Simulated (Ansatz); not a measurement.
Start of a relaxation, O put near a bridge Ca-Ca site (Ca, Fm-3m (No. 225), (1 0 0) face):

```yaml
crystal:
  lattice:
    - [7.68701, 0.00000, 0.00000]
    - [0.00000, 7.68701, 0.00000]
    - [0.00000, 0.00000, 24.43553]
  atoms:
    - { symbol: Ca, position: [0.25000, 0.25000, 0.34785] }
    - { symbol: Ca, position: [0.25000, 0.75000, 0.34785] }
    - { symbol: Ca, position: [0.75000, 0.25000, 0.34785] }
    - { symbol: Ca, position: [0.75000, 0.75000, 0.34785] }
    - { symbol: Ca, position: [0.50000, 0.50000, 0.45755] }
    - { symbol: Ca, position: [0.50000, 0.00000, 0.45755] }
    - { symbol: Ca, position: [0.00000, 0.50000, 0.45755] }
    - { symbol: Ca, position: [0.00000, 0.00000, 0.45755] }
    - { symbol: Ca, position: [0.75000, 0.75000, 0.56728] }
    - { symbol: Ca, position: [0.75000, 0.25000, 0.56728] }
    - { symbol: Ca, position: [0.25000, 0.75000, 0.56728] }
    - { symbol: Ca, position: [0.25000, 0.25000, 0.56728] }
    - { symbol: O, position: [0.25781, 0.00455, 0.62948] }
```

All numbers below come from DFT PBE+D3(BJ), scalar-relativistic, plane waves, PAW in Ansatz. Settings: cutoff 420 eV, Γ-centred mesh 4×4×1 on the computed 13-atom cell, Gaussian smearing of 0.10 eV; no spin polarisation. A dipole correction removes the field between periodic images along c.

Atoms 1, 2, 3, 4 (counted from 1) are held. The cell is fixed. Force threshold 0.02 eV/Å.

```
step E − E_final (eV) largest force (eV/Å)
   1             2.955                 2.926
   2             1.884                 2.019
   3             1.532                 1.181
   4             1.434                 0.242
   5             1.400                 0.153
   6             1.349                 0.246
   7             1.269                 0.332
   8             1.158                 0.409
   9             1.026                 0.443
  10             0.876                 0.474
  11             0.716                 0.496
  12             0.562                 0.492
  13             0.397                 0.350
  14             0.316                 0.169
  15             0.257                 0.161
  16             0.186                 0.250
  17             0.109                 0.193
  18             0.049                 0.190
  19             0.009                 0.084
  20             0.000                 0.009
  21             0.000                 0.009
  22             0.001                 0.065
  23             0.000                 0.008
```

Task: What is the final structure?

Result:
```
Ca O
1.0
     7.68701    0.00000    0.00000
     0.00000    7.68701    0.00000
     0.00000    0.00000   24.43553
Ca O
12 1
Direct
  0.25000 0.25000 0.34785
  0.25000 0.75000 0.34785
  0.75000 0.25000 0.34785
  0.75000 0.75000 0.34785
  0.51390 0.51228 0.45776
  0.48555 0.01510 0.45958
  0.01187 0.48798 0.45478
  0.98853 0.98619 0.45775
  0.82346 0.67760 0.57379
  0.69982 0.17460 0.57003
  0.32668 0.80146 0.57013
  0.23808 0.26311 0.56577
  0.43826 0.06272 0.55288
```

The end is the local minimum or symmetric point that this start leads to. The slab is only 5.4 Å thick, so the energy isn't converged with thickness.

Spin polarisation was left out, and a magnetic state may lie lower.

Cost: 1 run of about 14 core-minutes, on AMD EPYC 9R45 (Zen 5) (shared hosts).